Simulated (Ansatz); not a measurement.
**Diamond alloy of Si and Sn (26 of 216 Si sites exchanged), 216 atoms**

Ansatz, PAW, plane waves. PBEsol relaxation of volume and atoms (shape held) at the single k point (½, ½, ½); single points on the relaxed atoms at the Γ point alone, onto which points of the small cell's zone fold. Arrangement: quasirandom. No spin–orbit coupling unless named.

Relaxed cell: a = 16.679 Å, b = 16.679 Å, c = 16.679 Å, α = 90.00°, β = 90.00°, γ = 90.00°.

Mean bond lengths: Si–Si 2.367 Å; Si–Sn 2.551 Å; Sn–Sn 2.711 Å.

Q: What gap lies between the top filled and the lowest empty level in the single points?

A: HSE06 0.98 eV (7.1 min on NVIDIA GB300). An indirect band minimum needn't fold onto Γ of this cell; where it doesn't, these gaps are too wide.
